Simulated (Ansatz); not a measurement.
**Kick test of a cell of Be₄ZnTe**

The structure comes from a proposed guess, relaxed at this level; another structure or a mixture of phases may lie lower.

Theory: DFT PBE, scalar-relativistic, plane waves, PAW in Ansatz 0.2.0. Cutoff 420 eV; k points 12×12×6 on the computed 6-atom cell (Γ-centred); Gaussian smearing, width 0.10 eV; no spin polarisation.

The cell below (6 atoms, space group P3 (No. 143)) is relaxed within its symmetry.

```
Be Zn Te
1.0
     3.77146    0.00000    0.00000
    -1.88573    3.26618    0.00000
     0.00000    0.00000    7.14623
Be Zn Te
4 1 1
Direct
  0.00200 0.33387 0.58339
  0.33333 0.66667 0.84925
  0.66613 0.66813 0.58339
  0.33187 0.99800 0.58339
  0.66667 0.33333 0.29857
  0.00000 0.00000 0.01202
```

For the test a repeat of it with 12 atoms (edges 3.77, 3.77, 14.29 Å) was strained at random (σ = 1.5 % a component), the atoms were moved at random (σ = 0.05 Å), and all was relaxed again on a coarse 6×6×2 mesh (in the run’s order of axes) with 0.20 eV smearing, with no symmetry imposed.

These runs have no spin–orbit coupling, which can matter for Te.

Question: Is the structure stable against such a distortion?

Answer: It doesn't return. The energy falls by 90 meV/atom on that mesh, the volume changes by -0.9 %, and the end has space group Cm (No. 8) at a loose tolerance. Relaxed again on a 10×10×4 mesh with 0.10 eV smearing, the new structure lies 90 meV/atom below the first (mesh in the axes of the run's cell; the cell below is made exact in the group named). Space group Cm (No. 8), monoclinic, a = 6.501 Å, b = 3.709 Å, c = 7.278 Å, β = 93.8°. Around Be on its first site lie 6 Be at 2.11–2.30 Å, 1 Be at 2.44 Å and 3 Zn at 2.57–2.63 Å; Be on its second site has 4 Be at 2.26–2.44 Å and 3 Te at 2.43 Å; around Zn lie 1 Be at 2.16 Å, 6 Be at 2.57–2.63 Å and 1 Te at 2.65 Å; around Te lie 3 Be at 2.43 Å, 1 Be at 2.64 Å and 1 Zn at 2.65 Å; 2 more sites not described.

```
CELL_PARAMETERS angstrom
3.25043 -1.85466 0.00000
3.25043 1.85466 0.00000
-0.47894 0.00000 7.26228
ATOMIC_POSITIONS crystal
Be 0.59647 0.59647 0.54684
Be 0.81297 0.81297 0.83398
Be 0.92077 0.92077 0.54483
Be 0.26850 0.26850 0.64668
Zn 0.24274 0.24274 0.34899
Te 0.15579 0.15579 0.98867
```
